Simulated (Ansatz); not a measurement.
YZn (CsCl type, Pm-3m) at seven volumes, plane-wave PAW PBEsol (Ansatz code), scaled uniformly. One row is withheld.

| V (Å³/atom) | P (GPa) |
|---|---|
| 19.855 | 7.51 |
| 20.510 | 4.63 |
| 21.164 | 2.14 |
| 21.819 | 0.00 |
| 22.473 | ? |
| 23.128 | -3.46 |
| 23.783 | -4.83 |

Problem. Fit the shown pressures and predict the withheld one.

Solution. P = (3/2)B₀(x^(7/2) − x^(5/2))[1 + (3/4)(B′ − 4)(x − 1)] with x = (V₀/V)^(2/3). Least squares on the six rows gives V₀ = 21.818 Å³/atom, B₀ = 66.3 GPa, B′ = 3.89. At V = 22.473, x = 0.9805 and P = -1.85 GPa. The run itself gave -1.86 GPa.

The workflow started from an entry of the Crystallography Open Database (COD). Whether it is the stable phase at ambient conditions was not checked. Symmetry was held in the PBEsol relaxation; of distortions, only those at the zone centre were tested. No spin polarisation was allowed.

Potentials: the later of the program's two PAW sets.
